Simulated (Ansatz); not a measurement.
Polymorphs of Bi, each relaxed with DFT-PBEsol in the program Ansatz with PAW potentials:

A: A7 (α-As type) (R-3m)
a = 4.5255 Å, b = 4.5255 Å, c = 11.6486 Å, α = 90.00°, β = 90.00°, γ = 120.00°

```csv
atom,site,symmetry,x,y,z
Bi,6c,3m,0.0000,0.0000,0.2367
```

B: fcc (Cu type) (Fm-3m)
a = b = c = 4.9467 Å, α = β = γ = 90.00°

```tsv
atom	site	symmetry	x	y	z
Bi	4a	m-3m	0.0000	0.0000	0.0000
```

Q: Order them by energy per atom at 0 K (lowest first) at the level PBEsol.

A: A (+0 meV/atom), B (+147 meV/atom)

Typed or built starts, not in the databases checked: B. Not the usual ambient phase: B. Unstable at this level: B. All cells were relaxed under the symmetry of their starts (and spin orders); stability against distortions was not tested throughout. Scalar-relativistic: spin–orbit coupling is off unless named, which matters more the heavier the elements.

Energies hold the estimated change up to a 700 eV cutoff; steps of a few meV lie near the error of the meshes.

Potentials: the earlier of the program's two PAW sets. The files were generated under PBE; for other functionals the program regenerates the frozen cores, and for LDA and PBEsol the local potential too.
